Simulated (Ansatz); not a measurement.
Density of states of a Si3N4 cell (a random packing after short dynamics, relaxed), per eV and atom, broadened by Gaussian smearing of width 0.1 eV and averaged over bins of 0.2 eV, from 8 eV under the Fermi level at most up to where the solved bands end.

Level of theory: DFT PBE, scalar-relativistic, plane waves, PAW (Ansatz).

Cutoff 420 eV; k points 5×5×4 on the computed 14-atom cell (Γ-centred); Gaussian smearing, width 0.02 eV; no spin polarisation.

```
CELL_PARAMETERS angstrom
5.17194 -0.00881 0.02467
-0.00971 4.95094 0.04186
0.03395 0.02425 5.93025
ATOMIC_POSITIONS crystal
Si 0.86221 0.73732 0.79734
Si 0.20722 0.23679 0.28979
Si 0.70348 0.40503 0.52138
Si 0.35602 0.73893 0.54168
Si 0.69626 0.23533 0.03475
Si 0.36967 0.73830 0.03909
N 0.18913 0.81988 0.79320
N 0.83378 0.37714 0.79567
N 0.36527 0.38082 0.51407
N 0.87700 0.30868 0.28182
N 0.38984 0.38399 0.06887
N 0.69239 0.76779 0.54935
N 0.67510 0.88612 0.00227
N 0.24998 0.88565 0.28818
```

```
E − E_F (eV) total N 2p Si 3p N 2s Si 3s
       -7.95  0.336  0.211  0.084  0.018  0.018
       -7.75  0.398  0.255  0.100  0.018  0.020
       -7.55  0.411  0.266  0.105  0.018  0.017
       -7.35  0.374  0.246  0.095  0.017  0.012
       -7.15  0.461  0.307  0.115  0.020  0.014
       -6.95  0.499  0.339  0.122  0.018  0.013
       -6.75  0.454  0.314  0.105  0.016  0.013
       -6.55  0.483  0.342  0.108  0.015  0.011
       -6.35  0.479  0.343  0.105  0.014  0.011
       -6.15  0.478  0.348  0.101  0.012  0.011
       -5.95  0.488  0.360  0.099  0.013  0.010
       -5.75  0.425  0.316  0.083  0.012  0.007
       -5.55  0.415  0.316  0.076  0.010  0.006
       -5.35  0.375  0.291  0.064  0.008  0.005
       -5.15  0.411  0.326  0.063  0.009  0.006
       -4.95  0.497  0.403  0.067  0.011  0.006
       -4.75  0.530  0.436  0.064  0.012  0.005
       -4.55  0.400  0.337  0.039  0.010  0.003
       -4.35  0.379  0.322  0.030  0.013  0.003
       -4.15  0.398  0.342  0.027  0.014  0.003
       -3.95  0.300  0.257  0.018  0.013  0.002
       -3.75  0.436  0.371  0.025  0.023  0.003
       -3.55  0.368  0.320  0.018  0.015  0.002
       -3.35  0.545  0.486  0.023  0.016  0.003
       -3.15  0.479  0.432  0.018  0.013  0.002
       -2.95  0.462  0.419  0.016  0.013  0.002
       -2.75  0.435  0.400  0.012  0.009  0.001
       -2.55  0.292  0.268  0.009  0.006  0.001
       -2.35  0.477  0.437  0.017  0.009  0.001
       -2.15  0.423  0.393  0.013  0.006  0.001
       -1.95  0.300  0.281  0.007  0.004  0.001
       -1.75  0.031  0.030  0.000  0.000  0.000
       -1.55  0.000  0.000  0.000  0.000  0.000
       -1.35  0.000  0.000  0.000  0.000  0.000
       -1.15  0.000  0.000  0.000  0.000  0.000
       -0.95  0.000  0.000  0.000  0.000  0.000
       -0.75  0.000  0.000  0.000  0.000  0.000
       -0.55  0.000  0.000  0.000  0.000  0.000
       -0.35  0.000  0.000  0.000  0.000  0.000
       -0.15  0.000  0.000  0.000  0.000  0.000
        0.05  0.000  0.000  0.000  0.000  0.000
        0.25  0.000  0.000  0.000  0.000  0.000
        0.45  0.000  0.000  0.000  0.000  0.000
        0.65  0.000  0.000  0.000  0.000  0.000
        0.85  0.000  0.000  0.000  0.000  0.000
        1.05  0.000  0.000  0.000  0.000  0.000
        1.25  0.000  0.000  0.000  0.000  0.000
        1.45  0.000  0.000  0.000  0.000  0.000
        1.65  0.001  0.000  0.000  0.000  0.000
        1.85  0.011  0.000  0.003  0.003  0.004
        2.05  0.057  0.003  0.026  0.013  0.010
        2.25  0.147  0.009  0.072  0.029  0.021
        2.45  0.163  0.013  0.075  0.028  0.025
        2.65  0.210  0.018  0.099  0.037  0.031
        2.85  0.204  0.019  0.097  0.036  0.026
        3.05  0.361  0.038  0.167  0.055  0.045
        3.25  0.303  0.031  0.142  0.047  0.038
        3.45  0.361  0.039  0.171  0.056  0.043
        3.65  0.449  0.054  0.207  0.069  0.050
        3.85  0.428  0.054  0.190  0.067  0.049
        4.05  0.478  0.058  0.221  0.076  0.049
        4.25  0.373  0.048  0.171  0.053  0.037
```

The columns after the total are the largest Löwdin projections on the valence shells of the potentials, so they needn't add up, and the weight of a shell that a potential lacks goes to other orbitals. The cell has a gap on the mesh of 3.66 eV.

An odd mesh misses points on the zone edge, so a gap read on it can be too wide.

Cost: 2 runs of about 2.8 core-minutes in all (earlier runs that led there not counted), on Intel Xeon Processor @ 2.50GHz (Skylake/Cascade Lake) (shared hosts).